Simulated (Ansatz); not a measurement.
SrTe:
```yaml
crystal:
  lattice:
    - [0.00000, 3.30346, 3.30346]
    - [3.30346, 0.00000, 3.30346]
    - [3.30346, 3.30346, 0.00000]
  atoms:
    - { symbol: Sr, position: [0.00000, 0.00000, 0.00000] }
    - { symbol: Te, position: [0.50000, 0.50000, 0.50000] }
```

Plane-wave PAW PBEsol (Ansatz code) gives a gap of 1.57 eV without spin–orbit coupling, maximum at Γ, minimum at X.

What happens when spin–orbit coupling is switched on?

The gap shrinks by 0.29 eV, to 1.28 eV; maximum at Γ, minimum at X.

How large is the spin–orbit splitting of the valence top at Γ?

The fourfold level lies 0.89 eV above the split-off pair.

Give the electron effective mass with spin–orbit coupling.

0.24, 0.24, 1.3 mₑ (principal values).

Give the hole effective mass with spin–orbit coupling, band 1 of 2 at the edge.

0.77 along [100], 0.57 along [110], 0.52 along [111] (mₑ).

Give the hole effective mass with spin–orbit coupling, band 2 of 2 at the edge.

0.18 along [100], 0.19 along [110], 0.20 along [111] (mₑ).

Space group Fm-3m (rock salt). The cell was relaxed with PBEsol under the symmetry of its start.

Potentials: the later of the program's two PAW sets.
